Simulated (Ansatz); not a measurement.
Ta4C3 (R3m): electronic heat capacity and spin susceptibility from the density of states

These are results of DFT PBEsol, scalar-relativistic, plane waves, PAW in Ansatz 0.2.0, not measurements.

Plane waves to 420 eV, a k mesh through Γ of 12×12×12 on the computed 7-atom cell and Gaussian smearing (0.10 eV); no spin polarisation.

Relaxed cell: R3m, a = 3.103 Å, b = 3.103 Å, c = 30.494 Å, α = 90.00°, β = 90.00°, γ = 120.00°, 7 atoms in the primitive cell. Whether it is the stable form of this composition wasn't checked.

The density of states at the Fermi level is 1.498 states/eV in the cell of 7 atoms (1 formula unit; both spins, tetrahedra on a 18×18×18 mesh). Averaged over bins of 0.1 eV the density runs from 1.3 to 2.0 states/eV within 0.2 eV of the Fermi level, so the figure hangs on the exact place of that level.

Problem. What Sommerfeld coefficient and Pauli susceptibility does this give?

Solution. Per formula unit N(E_F) = 1.498 states/eV. γ = (π²/3) k_B² N(E_F) N_A = 2.357 mJ/(mol K²) per state/eV, so γ = 3.5 mJ/(mol K²), a mole of formula units. χ_P = μ_B² N(E_F) N_A = 3.23×10⁻⁵ emu/mol per state/eV gives 4.8×10⁻⁵ emu/mol. This is the bare band result: a measured γ of the same phase is as a rule larger by a factor 1 + λ from phonons and spin fluctuations, the spin part of χ is larger by the Stoner factor, and a measured χ also holds orbital and core terms. N(E_F) at one energy is sensitive to the mesh where the density of states has sharp peaks.

Spin-orbit coupling is left out, which matters for the bands of heavy elements.

Cost: 1 run of about 6.4 core-minutes, on Arm Neoverse V2 (shared hosts).